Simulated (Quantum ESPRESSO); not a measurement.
# Planted mistakes on one cell of TaTi2F3O5

The results below are calculated, not measured. They come from pw.x of Quantum ESPRESSO 7.5, a plane-wave density functional program, with PseudoDojo standard norm-conserving files (v0.5 for PBE, v0.4.1 for LDA and PBEsol). The cells are made up: elements, strain and atom displacements were drawn at random, and nothing was relaxed. There is no spin polarisation, spin-orbit coupling or dispersion term.

The cell has 12 sites of a rutile lattice (two cells along c). Sites 1 to 4 hold Ta empty Ti Ti; sites 5 to 12 hold F F O O F O O O. Cell vectors in Å: (4.730, 0.000, 0.000); (0.000, 4.730, 0.000); (0.000, 0.000, 6.067). Settings: PBE, cutoff 1143 eV, 5 x 5 x 4 k mesh shifted by half a step, Fermi-Dirac smearing of 0.025 eV.

The intended run has a self-consistency threshold of 1e-07 eV, a smearing term of 0.000 eV, a pressure of -9.37 GPa and 21 iterations. Each further run changes one thing: atoms of sites 5 and 7 exchanged; cutoff 600 eV; k mesh 2 x 2 x 2; one electron added; smearing 0.3 eV; threshold 0.5 eV. A coarse mesh keeps the shift, and a charged cell sits in a uniform background.

| run | change of free energy (eV) | smearing term -TS (eV) | change of P (GPa) | largest change of a force component (eV/Å) | iterations |
| --- | --- | --- | --- | --- | --- |
| A | 17.393 | 0.000 | -81.67 | 0.283 | 19 |
| B | -0.506 | 0.000 | -0.40 | 5.316 | 21 |
| C | 0.315 | 0.000 | -9.13 | 0.486 | 7 |
| D | -0.097 | -0.400 | 0.57 | 0.564 | 19 |
| E | 8.528 | -0.024 | 18.43 | 0.972 | 23 |
| F | -0.018 | 0.000 | -0.03 | 0.035 | 19 |

A rerun of the intended cell at 1437 eV and k mesh 7 x 7 x 6 moved values by no more than 0.004 eV in the cell's energy, 0.03 GPa in stress and 0.002 eV/Å in force.

Question: which change belongs to which run?

## Worked reading

Run C has the fewest iterations, as a run stopped early does. Run D has the largest smearing term, as wide smearing gives. Run A has a higher energy and the largest fall in pressure, as too small a basis gives. Energies from files of another functional, or of a charged cell, have another zero and say nothing on stability; the pressure of a charged cell rests on the program's zero of potential too.

## Key

```
run                            change
  A                     cutoff 600 eV
  B  atoms of sites 5 and 7 exchanged
  C                  threshold 0.5 eV
  D                   smearing 0.3 eV
  E                one electron added
  F                  k mesh 2 x 2 x 2
```